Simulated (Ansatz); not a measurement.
## Phonon spectrum of NaSr2

Theory: Ansatz 0.2.0, DFT PBE, scalar-relativistic, plane waves, PAW. Settings: 420 eV plane-wave cutoff, Γ-centred 12×12×12 mesh, Gaussian smearing of 0.10 eV. No spin polarisation. Phonons by linear response, acoustic sum rule imposed.

Relaxed structure:
```
CELL_PARAMETERS angstrom
-2.20308 2.20308 7.57390
2.20308 -2.20308 7.57390
2.20308 2.20308 -7.57390
ATOMIC_POSITIONS crystal
Na 0.00000 0.00000 0.00000
Sr 0.34559 0.34559 0.00000
Sr 0.65441 0.65441 0.00000
```

The structure comes from a generated guess, relaxed at this level; another structure or a mixture of phases may lie lower. In a metal, frequencies and elastic constants depend on the k mesh and the smearing, soft modes and shear constants most. Some empty bands missed the eigensolver's threshold. The q mesh is coarse, so values between its points are rough.

Force constants from linear response on a 2×2×2 q mesh.

**Question.** Is the structure dynamically stable on the q mesh?

**Answer.** Yes, on this mesh: no mode is imaginary.

**Question.** Give the frequencies (cm⁻¹) at the zone-boundary points of high symmetry (interpolated where a point lies off the q mesh).

**Answer.**
| point | q | frequencies |
| --- | --- | --- |
| X | 0.000 0.000 0.500 | 58 65 72 75 78 91 109 115 117 |
| P | 0.250 0.250 0.250 | 63 63 66 75 86 86 109 116 116 |
| N | 0.000 0.500 0.000 | 36 53 54 56 68 84 112 114 118 |
| M | 0.500 0.500 -0.500 | 39 39 43 56 56 60 119 119 122 |
| S | 0.271 0.729 -0.271 | 38 42 50 56 80 82 112 114 117 |
| S0 | -0.271 0.271 0.271 | 38 42 50 56 80 82 112 114 117 |
| R | -0.042 0.042 0.500 | 59 65 72 74 77 90 110 115 117 |
| G | 0.500 0.500 -0.042 | 59 65 72 74 77 90 110 115 117 |
